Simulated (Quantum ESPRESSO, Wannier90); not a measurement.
## Wannier functions of MoSe2 (R3m)

Cell from Materials Project (mp-7581), symmetrised, no further relaxation. Not found in the COD (Crystallography Open Database) copy used, which has the formula in other groups; not checked further. Level: PBEsol, no spin polarisation, no spin-orbit coupling; pw.x of Quantum ESPRESSO at 69 Ry with PseudoDojo potentials, 8×8×8 k-points, Wannier90. Density: 12×12×12 mesh, cold smearing 0.01 Ry. The cell is built of weakly bound layers, chains or molecules, whose nearest atoms lie 4.04 Å apart. Database cells relaxed without dispersion often hold them too far apart, which can enlarge gaps and weakens couplings between them; spacing and stacking were not compared with the measured crystal. Spin-orbit coupling, left out, would split the p-like bands by a few tenths of an eV.

Input w.win:

```
num_bands = 21
num_wann = 11
exclude_bands = 1-16
num_iter = 0
conv_tol = 1.0e-6
conv_window = 4
dis_num_iter = 1000
dis_conv_tol = 1.0e-6
dis_froz_max = 13.93
write_hr = true
write_u_matrices = true
begin projections
Mo: d
Se: p
end projections
begin unit_cell_cart
ang
   -1.6600700900    2.8753257401    0.0000000000
   -3.3201401801    0.0000000000    0.0000000000
   -1.6600700900    0.9584419134    6.8597870000
end unit_cell_cart
begin atoms_frac
Mo  -0.3332400000 -0.3332400000 -0.0002800000
Se   0.4138470000  0.4138470000 -0.2415410000
Se   0.2530630000  0.2530630000  0.2408110000
end atoms_frac
mp_grid = 8 8 8
begin kpoints
0.0000000000 0.0000000000 0.0000000000
0.0000000000 0.0000000000 0.1250000000
0.0000000000 0.0000000000 0.2500000000
... (509 more lines: the 8x8x8 mesh through Gamma)
end kpoints
```

On the energy scale of pw.x, whose zero is arbitrary, the valence-band maximum lies at 11.34 eV. Lines of w_hr.dat (R1 R2 R3 m n Re Im, eV) for R = 0 and one of the shortest lattice vectors, rounded to 0.01 eV, lines under 0.02 eV left out; orbitals in order: Mo1 dz2, Mo1 dxz, Mo1 dyz, Mo1 dx2-y2, Mo1 dxy, Se2 pz, Se2 px, Se2 py, Se3 pz, Se3 px, Se3 py.

```
    0    0    0    1    1    10.79     0.00
    0    0    0    6    1     0.07     0.00
    0    0    0    7    1     0.11     0.00
    0    0    0    8    1    -0.06     0.00
    0    0    0    9    1    -0.07     0.00
    0    0    0   10    1     0.11     0.00
    0    0    0   11    1    -0.06     0.00
    0    0    0    2    2    11.65     0.00
    0    0    0    6    2    -0.02     0.00
    0    0    0    8    2    -0.04     0.00
    0    0    0    9    2    -0.02     0.00
    0    0    0   11    2     0.04     0.00
    0    0    0    3    3    11.65     0.00
    0    0    0    7    3    -0.04     0.00
    0    0    0    8    3    -0.03     0.00
    0    0    0   10    3     0.04     0.00
    0    0    0   11    3     0.03     0.00
    0    0    0    4    4    10.94     0.00
    0    0    0    6    4    -0.09     0.00
    0    0    0    7    4    -0.08     0.00
    0    0    0    8    4     0.04     0.00
    0    0    0    9    4     0.08     0.00
    0    0    0   10    4    -0.08     0.00
    0    0    0   11    4     0.04     0.00
    0    0    0    5    5    10.94     0.00
    0    0    0    6    5     0.15     0.00
    0    0    0    7    5     0.13     0.00
    0    0    0    8    5    -0.08     0.00
    0    0    0    9    5    -0.15     0.00
    0    0    0   10    5     0.13     0.00
    0    0    0   11    5    -0.08     0.00
    0    0    0    1    6     0.07     0.00
    0    0    0    2    6    -0.02     0.00
    0    0    0    4    6    -0.09     0.00
    0    0    0    5    6     0.15     0.00
    0    0    0    6    6     9.49     0.00
    0    0    0    9    6     1.15     0.00
    0    0    0    1    7     0.11     0.00
    0    0    0    3    7    -0.04     0.00
    0    0    0    4    7    -0.08     0.00
    0    0    0    5    7     0.13     0.00
    0    0    0    7    7     9.72     0.00
    0    0    0   10    7    -0.37     0.00
    0    0    0    1    8    -0.06     0.00
    0    0    0    2    8    -0.04     0.00
    0    0    0    3    8    -0.03     0.00
    0    0    0    4    8     0.04     0.00
    0    0    0    5    8    -0.08     0.00
    0    0    0    8    8     9.72     0.00
    0    0    0   11    8    -0.37     0.00
    0    0    0    1    9    -0.07     0.00
    0    0    0    2    9    -0.02     0.00
    0    0    0    4    9     0.08     0.00
    0    0    0    5    9    -0.15     0.00
    0    0    0    6    9     1.15     0.00
    0    0    0    9    9     9.49     0.00
    0    0    0    1   10     0.11     0.00
    0    0    0    3   10     0.04     0.00
    0    0    0    4   10    -0.08     0.00
    0    0    0    5   10     0.13     0.00
    0    0    0    7   10    -0.37     0.00
    0    0    0   10   10     9.72     0.00
    0    0    0    1   11    -0.06     0.00
    0    0    0    2   11     0.04     0.00
    0    0    0    3   11     0.03     0.00
    0    0    0    4   11     0.04     0.00
    0    0    0    5   11    -0.08     0.00
    0    0    0    8   11    -0.37     0.00
    0    0    0   11   11     9.72     0.00
   -1    0    0    1    1    -0.25     0.00
   -1    0    0    4    1    -0.23     0.00
   -1    0    0    5    1    -0.27     0.00
   -1    0    0    3    2    -0.13     0.00
   -1    0    0    2    3     0.31     0.00
   -1    0    0    3    3    -0.11     0.00
   -1    0    0    1    4    -0.12     0.00
   -1    0    0    4    4     0.08     0.00
   -1    0    0    5    4    -0.19     0.00
   -1    0    0    1    5    -0.34     0.00
   -1    0    0    4    5    -0.49     0.00
   -1    0    0    5    5    -0.31     0.00
   -1    0    0    1    6     0.55     0.00
   -1    0    0    2    6    -0.85     0.00
   -1    0    0    3    6    -0.49     0.00
   -1    0    0    4    6    -0.33     0.00
   -1    0    0    5    6    -0.57     0.00
   -1    0    0    6    6    -0.24     0.00
   -1    0    0    8    6     0.08     0.00
   -1    0    0   10    6    -0.12     0.00
   -1    0    0   11    6     0.06     0.00
   -1    0    0    1    7    -0.56     0.00
   -1    0    0    2    7    -0.94     0.00
   -1    0    0    3    7    -0.84     0.00
   -1    0    0    4    7     0.20     0.00
   -1    0    0    5    7    -0.56     0.00
   -1    0    0    6    7     0.07     0.00
   -1    0    0    7    7     0.18     0.00
   -1    0    0    8    7    -0.54     0.00
   -1    0    0   10    7     0.09     0.00
   -1    0    0   11    7     0.09     0.00
   -1    0    0    1    8    -0.32     0.00
   -1    0    0    2    8    -0.84     0.00
   -1    0    0    3    8     0.03     0.00
   -1    0    0    4    8    -0.79     0.00
   -1    0    0    5    8     0.20     0.00
   -1    0    0    6    8    -0.03     0.00
   -1    0    0    7    8    -0.40     0.00
   -1    0    0    8    8     0.72     0.00
   -1    0    0    9    8     0.14     0.00
   -1    0    0   11    8     0.04     0.00
   -1    0    0    1    9    -0.56     0.00
   -1    0    0    2    9    -0.86     0.00
   -1    0    0    3    9    -0.49     0.00
   -1    0    0    4    9     0.33     0.00
   -1    0    0    5    9     0.57     0.00
   -1    0    0    7    9     0.12     0.00
   -1    0    0    8    9    -0.06     0.00
   -1    0    0    9    9    -0.24     0.00
   -1    0    0   11    9    -0.08     0.00
   -1    0    0    1   10    -0.56     0.00
   -1    0    0    2   10     0.94     0.00
   -1    0    0    3   10     0.84     0.00
   -1    0    0    4   10     0.20     0.00
   -1    0    0    5   10    -0.56     0.00
   -1    0    0    7   10     0.09     0.00
   -1    0    0    8   10     0.09     0.00
   -1    0    0    9   10    -0.08     0.00
   -1    0    0   10   10     0.18     0.00
   -1    0    0   11   10    -0.53     0.00
   -1    0    0    1   11    -0.32     0.00
   -1    0    0    2   11     0.84     0.00
   -1    0    0    3   11    -0.03     0.00
   -1    0    0    4   11    -0.79     0.00
   -1    0    0    5   11     0.20     0.00
   -1    0    0    6   11    -0.14     0.00
   -1    0    0    8   11     0.04     0.00
   -1    0    0    9   11     0.03     0.00
   -1    0    0   10   11    -0.40     0.00
   -1    0    0   11   11     0.72     0.00
```
